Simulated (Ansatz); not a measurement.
One crystal and one scan (energy against volume) at two levels, PBE (plane waves to 420 eV, PAW, scalar-relativistic; Ansatz, a program for electronic structure) and r2SCAN (plane waves to 500 eV, PAW, scalar-relativistic; Ansatz), each from its own relaxed cell and on its own mesh. The cell shown is that of PBE.

CsPbBr3 (cubic perovskite)

```xyz
5
Lattice="6.0028 0.0000 0.0000 0.0000 6.0028 0.0000 0.0000 0.0000 6.0028" Properties=species:S:1:pos:R:3 pbc="T T T"
Cs     0.0000     0.0000     0.0000
Pb     3.0014     3.0014     3.0014
Br     0.0000     3.0014     3.0014
Br     3.0014     3.0014     0.0000
Br     3.0014     0.0000     3.0014
```

E(V) scan at fixed shape, V₀ the volume above. Symmetry pins the atoms to their sites.

The energy includes the smearing's −TS. CsPbBr3 was relaxed with its symmetry unable to fall. Spin-orbit coupling is left out, though Pb is heavy. The PAW data are Ansatz's earlier set. This is a high-temperature form of CsPbBr3. Both scans cover V/V₀ from 0.900 to 1.100.

ΔE (meV/atom), each from the relaxed starting cell of its own level:

| V/V₀ | PBE | r2SCAN |
|---|---|---|
| 0.900 | 30.6 | 33.8 |
| 0.925 | 16.3 | 18.0 |
| 0.950 | 6.9 | 7.6 |
| 0.975 | 1.6 | 1.8 |
| 1.000 | 0.0 | 0.0 |
| 1.025 | 1.5 | 1.6 |
| 1.050 | 5.7 | 6.3 |
| 1.075 | 12.3 | 13.5 |
| 1.100 | 20.9 | withheld |

Estimate the r2SCAN value at 1.100 from the PBE value there and the ratio of the two levels in the two nearest given rows on that side of the minimum.

At 1.075 and 1.050 the ratio r2SCAN/PBE averages 1.101, which gives 1.101 × 20.9 = 23.0 meV/atom. The calculation gives 23.0 meV/atom, +10.0 % against PBE.

(Under strain, the slope of the energy per volume gives the stress and its curvature an elastic modulus.)
